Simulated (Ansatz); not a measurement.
Level of theory: DFT PBE, scalar-relativistic, plane waves, PAW in Ansatz 0.2.0. All cells share a 420 eV cutoff and Γ-centred k meshes spaced at most about 0.3 Å⁻¹ (about 0.25 or finer for metals, 2π included). No spin polarisation in the final relaxations.

Temperature and zero-point effects are left out.

Two forms of Mg2ZnS3 were relaxed alike.

A.

Space group P4/mmm (No. 123). a = 3.572 Å, b = 3.572 Å, c = 10.565 Å, α = 90.00°, β = 90.00°, γ = 90.00°
```csv
atom,site,symmetry,x,y,z
Mg,2g,4mm,0.0000,0.0000,0.7822
Zn,1d,4/mmm,0.5000,0.5000,0.5000
S,1a,4/mmm,0.0000,0.0000,0.0000
S,2h,4mm,0.5000,0.5000,0.2920
```

B.

Space group P6/mmm (No. 191). a = 6.505 Å, b = 6.505 Å, c = 3.534 Å, α = 90.00°, β = 90.00°, γ = 120.00°
```tsv
atom	site	symmetry	x	y	z
Mg	2c	-6m2	0.3333	0.6667	0.0000
Zn	1a	6/mmm	0.0000	0.0000	0.0000
S	3g	mmm	0.5000	0.0000	0.5000
```

Problem. Which is lower in energy, and by how much?

Solution. A is lower, by 296 meV/atom. A has space group P4/mmm (No. 123), 22.5 Å³/atom and no gap on its mesh; B has space group P6/mmm (No. 191), 21.6 Å³/atom and no gap. Counting S atoms around Mg and Zn (those within 1.25 times the shortest such distance or 1.15 times the sum of covalent radii; a plus sign parts nearer from farther groups; the shortest distance is added where it is long for a bond), A has Mg 1+4, Zn 2 and B has Mg 6, Zn 12 from 3.7 Å. The lower one is the more open, so pressure narrows the difference. Both come from invented guesses. A third cell relaxed alike, in P-4m2, lies 265 meV/atom below the lower of the two.

A magnetic state wasn't ruled out in cells without spin, among them P6/mmm. Cells relaxed within their symmetry can be saddle points.
